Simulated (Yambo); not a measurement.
Yambo run on LuBrO (space group P4/nmm, No. 129). The wavefunctions are norm-conserving PBEsol (Quantum ESPRESSO, 100 Ry, scalar-relativistic) ones on a 4×4×1 mesh (38 occupied bands); a = 3.7540 Å, b = 3.7540 Å, c = 8.2860 Å, α = 90.00°, β = 90.00°, γ = 90.00°.

Yambo input:

```
rim_cut
gw0
dyson
el_el_corr
HF_and_locXC
mpa
em1d
RandQpts= 1000000
RandGvec= 1 Ry
EXXRLvcs= 100 Ry
VXCRLvcs= 400 Ry
Chimod= "HARTREE"
% BndsRnXm
 3 | 191 |
%
NGsBlkXm= 7 Ry
% LongDrXm
 1.0 | 1.0 | 1.0 |
%
EnSampXm= "2l"
EnGridXm= "lP"
% EnRngeXm
 0.0 | 40.0 | eV
%
% ImRngeXm
 2.72114 | 27.21138 | eV
%
% DmRngeXm
 0.02721 | 2.72114 | eV
%
ETStpsXm= 8
IntSolXm= "PT"
% GbndRnge
 1 | 191 |
%
GTermKind= "none"
DysSolver= "n"
ExtendOut
% QPkrange
 1 | 1 | 38 | 39 |
%
```

k points by index: 1 = Γ.

Table of the .qp output:

```
#    K-point    Band    Eo [eV]    E [eV]    E-Eo [eV]    Vxc [eV]    Vnlxc [eV]    Sc|Eo [eV]    Sc|E [eV]    dSc/dw|Eo [eV]    Re(Z)    Im(Z)
#
    1    38    0.000000    -0.804359    -0.804359    -15.25964    -19.04394    2.769260    2.979947    -7.102990    0.792956    -0.006046
    1    39    4.054165    4.757050    0.702884    -10.49145    -6.135300    -3.504884    -3.653270    -5.738062    0.825839    -0.003387
```
(The two width columns are left out.) Convergence of these settings isn't established.

Spin-orbit coupling is not included.

Geometry relaxed with PBE+D3(BJ).
